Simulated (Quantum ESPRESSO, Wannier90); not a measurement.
AlGaAs₂ (R3m): Wannier90 run

```
CELL_PARAMETERS angstrom
     -2.00566     3.47391     0.00000
     -4.01132     0.00000     0.00000
     -2.00566     1.15797     6.54588
ATOMIC_POSITIONS crystal
  Al 0.00024 0.00024 0.99928
  Ga 0.49986 0.49986 0.50041
  As 0.87516 0.87516 0.37453
  As 0.37472 0.37472 0.87583
```

Structure: Materials Project mp-1228891, symmetrised, not relaxed again. Not found in the COD (Crystallography Open Database) copy used; not checked further. Level: PBEsol, spinors with spin-orbit coupling; pw.x of Quantum ESPRESSO at 68 Ry with PseudoDojo potentials, 4×4×4 k-points, Wannier90. Density: 10×10×10 mesh, Gaussian smearing 0.01 Ry.

Base run: 32 functions from bands 31-82 of the 82 computed, start hydrogen-like Al: s;p; Ga: s;p; As: s;p, centres 0.05 Å off the atoms, frozen window up to 2.21 eV relative to the valence-band maximum, outer window open. One thing is changed at a time; window edges are relative to the valence-band maximum. The misfit compares interpolated bands with pw.x on a high-symmetry path, for states up to 1.7 eV relative to the valence-band maximum. Converged means that the tolerances were met: symmetric starts can stop on a saddle, which shows as a larger Ω_OD at equal Ω_I and can move the misfit too.

```
setting  functions  frozen to (eV)  Ω_I (Å²)  Ω_D (Å²)  Ω_OD (Å²)  rms misfit (meV)  worst (meV)      ended
-------  ---------  --------------  --------  --------  ---------  ----------------  -----------  ---------
base            32            2.21     44.95      0.09       6.80                23          119  converged
```

**Question.** Starting from this base row, predict which settings stop with an error, and how Ω_I and the misfit move in the others: frozen window to 1.21 eV; no frozen window; outer window to 10.37 eV.

**Answer.** 
```json
[
 {"setting": "frozen window to 1.21 eV", "functions": "32", "frozen to (eV)": "1.21", "Ω_I (Å²)": "42.27", "Ω_D (Å²)": "0.05", "Ω_OD (Å²)": "6.53", "rms misfit (meV)": "74", "worst (meV)": "675", "ended": "converged"},
 {"setting": "no frozen window", "functions": "32", "frozen to (eV)": "none", "Ω_I (Å²)": "40.25", "Ω_D (Å²)": "0.02", "Ω_OD (Å²)": "5.81", "rms misfit (meV)": "225", "worst (meV)": "1069", "ended": "converged"},
 {"setting": "outer window to 10.37 eV", "functions": "32", "frozen to (eV)": "2.21", "Ω_I (Å²)": "60.50", "Ω_D (Å²)": "0.58", "Ω_OD (Å²)": "16.72", "rms misfit (meV)": "62", "worst (meV)": "272", "ended": "converged"}
]
```
